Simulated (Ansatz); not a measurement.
The guess for TiZn4N was proposed by analogy with related compounds (I4/mmm, No. 139). Its size is a guess.

```cif
data_structure
_symmetry_space_group_name_H-M 'I4/mmm'
_symmetry_Int_Tables_number 139
_cell_length_a 2.9500
_cell_length_b 2.9500
_cell_length_c 18.2000
_cell_angle_alpha 90.000
_cell_angle_beta 90.000
_cell_angle_gamma 90.000
_cell_volume 158.39
loop_
_atom_site_label
_atom_site_type_symbol
_atom_site_symmetry_multiplicity
_atom_site_Wyckoff_symbol
_atom_site_fract_x
_atom_site_fract_y
_atom_site_fract_z
_atom_site_occupancy
Ti1 Ti 2 a 0.00000 0.00000 0.00000 1
Zn1 Zn 4 e 0.00000 0.00000 0.20600 1
Zn2 Zn 4 e 0.50000 0.50000 0.11300 1
N1 N 2 b 0.50000 0.50000 0.00000 1
```

Computed with DFT PBE, scalar-relativistic, plane waves, PAW in Ansatz 0.2.0. Cutoff 420 eV, Gaussian smearing, Γ-centred meshes. Cell and atoms relax first on a coarse mesh, the cell is then made exact in the group found at 0.06 to 0.08 Å, and last on a converged mesh; the steps can't lower the symmetry of their start. Collinear spin, starting moments Ti 1.0 μB; the moments died out early, so the last step has no spin.

A guess keeps its type if space group and coordination stay and the shape of the cell changes little (axis ratios within about 15 %, angles within 6°); the volume may change.

Question: Does it keep its structure type, or change into something else?

Answer: It keeps its type. The symmetry stays I4/mmm (No. 139). The volume per atom grows by 6.1 %, from 13.2 to 14.0 Å³. The shortest distance goes from 2.06 Å (Zn–N) to 2.03 Å (Ti–N). The ratio c/a of the conventional cell changes by a factor of 1.15. Counting neighbours within 15 % of an atom's shortest distance, the start has N 6, Ti 4, Zn 1/12 and the end N 6, Ti 4, Zn 1/12.

The last run used a 14×14×14 mesh for its 6-atom cell and Gaussian smearing of 0.10 eV. A structure relaxed within its symmetry needn't be a true minimum. Another cell of the same search, in P2_1, lies 111 meV/atom lower, so this cell isn't the stable form at this level.

In counts of neighbours, a slash parts the counts of unlike sites.
